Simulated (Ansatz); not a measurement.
LiF:
Space group P6₃/mmc (No. 194); a = 3.2958 Å, b = 3.2958 Å, c = 4.0141 Å, α = 90.00°, β = 90.00°, γ = 120.00°

| atom | site | symmetry | x | y | z |
|---|---|---|---|---|---|
| Li | 2d | -6m2 | 0.6667 | 0.3333 | 0.2500 |
| F | 2c | -6m2 | 0.3333 | 0.6667 | 0.2500 |

Relaxed with PBEsol.

**Question.** Give the optical modes at the zone centre with their infrared activity from DFPT, the program Ansatz at the PBEsol level (PAW).

**Answer.** Transverse frequencies, without the LO–TO term; a row sums one degenerate level.

| ω (cm⁻¹) | degeneracy | IR ((D/Å)²/amu) | activity | symmetry |
|---|---|---|---|---|
| 239 | 2 | 0.00 | IR-inactive | E2g |
| 260 | 1 | 10.16 | IR | A2u |
| 344 | 1 | 0.00 | IR-inactive | B1g |
| 425 | 2 | 17.19 | IR | E1u |
| 428 | 1 | 0.00 | IR-inactive | B1g |
| 431 | 2 | 0.00 | IR-inactive | E2g |

**Question.** How high does the top mode go among those that the LO–TO term moves?

**Answer.** 657 cm⁻¹ for q along x, 657 cm⁻¹ for q along y, 602 cm⁻¹ for q along z.

Space group P6_3/mmc. The start of the workflow was typed in or built on a structure type; neither database checked (COD, Materials Project) lists it. It is not the phase usual at ambient conditions (space group No. 225). The cell was relaxed with PBEsol under the symmetry of its start; its stability against distortions is not shown here.

Potentials: the earlier of the program's two PAW sets. The files were generated under PBE; for other functionals the program regenerates the frozen cores, and for LDA and PBEsol the local potential too.
